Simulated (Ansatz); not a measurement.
BePt:
```
CELL_PARAMETERS angstrom
      2.78074     0.00000     0.00000
      0.00000     2.78074     0.00000
      0.00000     0.00000     2.93873
ATOMIC_POSITIONS crystal
  Be 0.50000 0.50000 0.50000
  Pt 0.00000 0.00000 0.00000
```

Relaxed with r²SCAN. Special points in fractions of this cell's reciprocal vectors: Γ (0.000, 0.000, 0.000); X (0.000, 0.500, 0.000); M (0.500, 0.500, 0.000); Z (0.000, 0.000, 0.500); R (0.000, 0.500, 0.500); A (0.500, 0.500, 0.500).

Problem. List the band energies nearest the Fermi level at these points for plane-wave PAW r²SCAN with spin–orbit coupling (Ansatz code).

Solution. In eV from the Fermi level; about four levels below and three above (degenerate sets whole), none deeper than 8.9 eV; points with the same levels are listed once.

```json
[
 {"k": "Γ", "below": "-2.46 -2.46 -1.62 -1.62", "above": "3.77 3.77 5.46 5.46"},
 {"k": "X", "below": "-4.21 -4.21 -2.03 -2.03", "above": "0.63 0.63 10.46 10.46"},
 {"k": "M", "below": "-2.01 -2.01 -0.41 -0.41", "above": "4.83 4.83 7.75 7.75"},
 {"k": "Z", "below": "-1.81 -1.81 -0.51 -0.51", "above": "10.93 10.93 11.36 11.36"},
 {"k": "R", "below": "-2.33 -2.33 -0.87 -0.87", "above": "3.88 3.88 7.27 7.27"},
 {"k": "A", "below": "-0.89 -0.89 -0.39 -0.39", "above": "3.20 3.20 4.26 4.26"}
]
```

Space group P4/mmm (L1₀ or tetragonal B2). A made-up cell: these elements were put on the sites of a structure type; neither database checked (COD, Materials Project) lists it. Its standing as an ambient phase is unchecked. The r²SCAN relaxation kept the symmetry of its start; whether a distortion lowers the energy is not shown. No spin polarisation was allowed.

Potentials: the earlier of the program's two PAW sets.
